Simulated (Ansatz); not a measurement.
Ru (hcp, Mg type)

```
Ru
1.0
    2.72216     0.00000     0.00000
   -1.36108     2.35746     0.00000
    0.00000     0.00000     4.29083
Ru
2
Direct
  0.33333   0.66667   0.75000
  0.66667   0.33333   0.25000
```

The slice is a (1 -1 0 0) plane (indices of the conventional cell) through the point (0.333, 0.667, 0.750) (fractional), spanned by u = [110] and v = [001] in vectors of this cell: u (2.72 Å) and v (4.29 Å, at 90° to u). It covers one period; positions are fractions (u, v).

Calculation: PBE (plane waves to 420 eV, PAW, scalar-relativistic; Ansatz, a first-principles code). k mesh 20×20×11. These are valence fields of a PAW run, semicore shells included where kept as valence: close to a nucleus they are smooth pseudo fields. Ru is run without spin polarisation. Ru was relaxed with its symmetry unable to fall.

Three fields on this plane, each scaled to ten steps between its own extremes (0 low, 9 high; the total valence density on a logarithmic scale, the potential cut 8 eV below its top; x marks points blanked near nuclei; v = 0 in the bottom row):

Map A
```
|xxxxxxxx74347xxxxxxx|
|xxxxxxxx63236xxxxxxx|
|xxxxxxx9522259xxxxxx|
|xxxxxxx6311136xxxxxx|
|xxxxxx842000248xxxxx|
|xxxxx85310001358xxxx|
|xxx975321000123579xx|
|77654321100011234567|
|43333222222222223333|
|12222234455544322222|
|01112346788876432111|
|00123579xxxxx9753210|
|0012469xxxxxxx964210|
|001257xxxxxxxxx75210|
|001358xxxxxxxxx85310|
|001359xxxxxxxxx95310|
|001358xxxxxxxxx85310|
|001257xxxxxxxxx75210|
|0012469xxxxxxx964210|
|00123579xxxxx9753210|
|01112346788876432111|
|12222234455544322222|
|43333222222222223333|
|77654321100011234567|
|xxx975321000123579xx|
|xxxxx85310001358xxxx|
|xxxxxx842000248xxxxx|
|xxxxxxx6311136xxxxxx|
|xxxxxxx9522259xxxxxx|
|xxxxxxxx63236xxxxxxx|
|xxxxxxxx74347xxxxxxx|
|xxxxxxxx74347xxxxxxx|
```

Map B
```
|xxxxxxxx35853xxxxxxx|
|xxxxxxxx25752xxxxxxx|
|xxxxxxx3257523xxxxxx|
|xxxxxxx2367632xxxxxx|
|xxxxxx324787423xxxxx|
|xxxxx32467776423xxxx|
|xxx333567666765333xx|
|11234677544457764321|
|23467875311135787643|
|67788752100012578877|
|99987532111112357899|
|99875323xxxxx3235789|
|9875323xxxxxxx323578|
|876422xxxxxxxxx22467|
|765313xxxxxxxxx31356|
|765213xxxxxxxxx31256|
|765313xxxxxxxxx31356|
|876422xxxxxxxxx22467|
|9875323xxxxxxx323578|
|99875323xxxxx3235789|
|99987532111112357899|
|67788752100012578877|
|23467875311135787643|
|11234677544457764321|
|xxx333567666765333xx|
|xxxxx32467776423xxxx|
|xxxxxx324787423xxxxx|
|xxxxxxx2367632xxxxxx|
|xxxxxxx3257523xxxxxx|
|xxxxxxxx25752xxxxxxx|
|xxxxxxxx35853xxxxxxx|
|xxxxxxxx35853xxxxxxx|
```

Map C
```
|xxxxxxxx15651xxxxxxx|
|xxxxxxxx26762xxxxxxx|
|xxxxxxx0477740xxxxxx|
|xxxxxxx1588851xxxxxx|
|xxxxxx047898740xxxxx|
|xxxxx03689998630xxxx|
|xxx013678999876310xx|
|11235677888887765321|
|55667777666667777665|
|88887765433345677888|
|99987642000002467899|
|99986420xxxxx0246899|
|9987520xxxxxxx025789|
|998641xxxxxxxxx14689|
|998630xxxxxxxxx03689|
|998630xxxxxxxxx03689|
|998630xxxxxxxxx03689|
|998641xxxxxxxxx14689|
|9987520xxxxxxx025789|
|99986420xxxxx0246899|
|99987642000002467899|
|88887765433345677888|
|55667777666667777665|
|11235677888887765321|
|xxx013678999876310xx|
|xxxxx03689998630xxxx|
|xxxxxx047898740xxxxx|
|xxxxxxx1588851xxxxxx|
|xxxxxxx0477740xxxxxx|
|xxxxxxxx26762xxxxxxx|
|xxxxxxxx15651xxxxxxx|
|xxxxxxxx15651xxxxxxx|
```

### Question
Assign the maps to these fields: electron localisation function (ELF); valence electron density; electrostatic potential energy of an electron, from the cell's mean.

### Answer
A is the valence electron density; B is the electron localisation function (ELF); C is the electrostatic potential energy of an electron, from the cell's mean.
